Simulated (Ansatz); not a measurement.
# AlRu (Pm-3m), trigonal deformation path

Level of theory: DFT PBEsol, scalar-relativistic, plane waves, PAW in Ansatz. Cutoff 420 eV, Γ-centred 18×18×18 k-points, Gaussian smearing of 0.15 eV. No spin polarisation. Energies are free energies at this smearing, counted from the undisturbed cell; pressure is positive in compression.

Zero of the scan (as given, not relaxed at this level; it stands at -3.3 GPa, and it needn't be the usual structure):

```
Al Ru
1.0
     2.99160    0.00000    0.00000
     0.00000    2.99160    0.00000
     0.00000    0.00000    2.99160
Al Ru
1 1
Direct
  0.00000 0.00000 0.00000
  0.50000 0.50000 0.50000
```

At fixed volume and fractional coordinates, lengths along (0.577, 0.577, 0.577) are scaled against those across it; ρ is that ratio over its starting value. The cell is metallic on the mesh throughout. At ρ = 2.000 the cell becomes cubic (Fm-3m), and there the slope of the energy vanishes by symmetry.

| ρ | ΔE (meV/atom) | pressure (GPa) |
| --- | --- | --- |
| 0.500 | 7878.6 | 170.2 |
| 0.600 | 3385.1 | 74.6 |
| 0.710 | 1277.5 | 27.5 |
| 0.850 | 239.6 | 3.0 |
| 0.930 | 42.1 | -2.1 |
| 1.000 | 0.0 | -3.3 |
| 1.080 | 37.9 | -2.2 |
| 1.200 | 179.8 | 2.1 |
| 1.410 | 468.6 | 11.0 |
| 1.700 | 809.4 | 19.6 |
| 2.000 | 946.2 | 22.3 |